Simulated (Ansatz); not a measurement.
This guess for Al3In2As5 is about to be relaxed.

```cif
data_structure
_symmetry_space_group_name_H-M 'I-4m2'
_symmetry_Int_Tables_number 119
_cell_length_a 3.9460
_cell_length_b 3.9460
_cell_length_c 27.9021
_cell_angle_alpha 90.000
_cell_angle_beta 90.000
_cell_angle_gamma 90.000
_cell_volume 434.45
loop_
_atom_site_label
_atom_site_type_symbol
_atom_site_symmetry_multiplicity
_atom_site_Wyckoff_symbol
_atom_site_fract_x
_atom_site_fract_y
_atom_site_fract_z
_atom_site_occupancy
Al1 Al 4 e 0.50000 0.50000 0.30000 1
Al2 Al 2 a 0.00000 0.00000 0.00000 1
In1 In 4 e 0.00000 0.00000 0.40000 1
As1 As 4 f 0.50000 0.00000 0.35000 1
As2 As 4 f 0.00000 0.50000 0.45000 1
As3 As 2 c 0.00000 0.50000 0.25000 1
```

Method: DFT PBE, scalar-relativistic, plane waves, PAW in Ansatz. Cutoff 420 eV, Gaussian smearing, Γ-centred meshes. Cell and atoms relax first on a coarse mesh and then on a converged one. In between, the cell is made exact in the group found at 0.06 Å. The steps can't lower the symmetry of their start. No spin polarisation.

A guess keeps its type if space group and coordination stay and the shape of the cell changes little (axis ratios within about 15 %, angles within 6°); the volume may change.

Q: Does it keep its structure type, or change into something else?

A: It keeps its type. The symmetry stays I-4m2 (No. 119). The volume per atom grows by 18.4 %, from 21.7 to 25.7 Å³. The shortest distance goes from 2.42 Å (Al–As and In–As) to 2.49 Å (Al–As). The ratio c/a of the conventional cell changes by a factor of 1.00. Counting neighbours within 15 % of an atom's shortest distance, the start has Al 4, As 4, In 4 and the end Al 4, As 4, In 4.

The last run used a 10×10×10 mesh for its 10-atom cell and Gaussian smearing of 0.02 eV. Symmetry constrained the relaxation, so the result can be a saddle point.
